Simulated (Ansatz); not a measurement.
A geometry of FeNi away from equilibrium: the start of the relaxation of a relaxed FeNi cell shaken by Gaussian noise of σ = 0.08 Å a coordinate. All values below come from PBE (plane waves to 420 eV, PAW, scalar-relativistic; Ansatz, a program for electronic structure). Γ-centred k-mesh 8×8×8 on the run's cell (coarser than for final values), Fermi–Dirac smearing 0.05 eV.

```xyz
8
Lattice="-2.9078 2.9078 2.7081 2.9078 -2.9078 2.7081 2.9078 2.9078 -2.7081" Properties=species:S:1:pos:R:3:forces:R:3 pbc="T T T" free_energy=-41280.271 pressure_GPa=2.3
Fe     2.8077     1.4610     0.7657   -0.0867    0.2102    0.0038
Fe     0.0251     1.4560     3.4645   -0.6704    0.1933   -0.4413
Fe     1.5320     2.9255    -0.7813   -1.1184    0.6524    1.5553
Fe     1.3356    -0.0246     2.0368    0.5358   -0.2217   -0.1598
Ni    -0.0244     1.4741     0.6976    0.9631    0.4802   -0.3500
Ni    -0.1777     4.4031     0.6849    1.7095   -0.4111   -1.0448
Ni    -1.3871     2.9475     1.9413   -0.6495   -0.8522    1.2973
Ni     1.4177     3.0222     2.1013   -0.6834   -0.0511   -0.8605
```

Positions in Å, forces in eV/Å, free energy of the cell in eV (comparable only within this code, potentials and settings). Largest force: 2.05 eV/Å, on Ni6 (atoms numbered as listed); the geometry lies 0.08 eV/atom above the end of its relaxation.

Spin-polarised start, with parallel moments on Fe.

Spin state reached: ferromagnetic (net 1.65 μB/atom), from parallel starting moments; other spin orders were not run from this start.

The end of the path is a generated cell of FeNi: the first start was made by a random draw of sites in a space group, and the end was not matched to a known phase here, so it may be hypothetical.
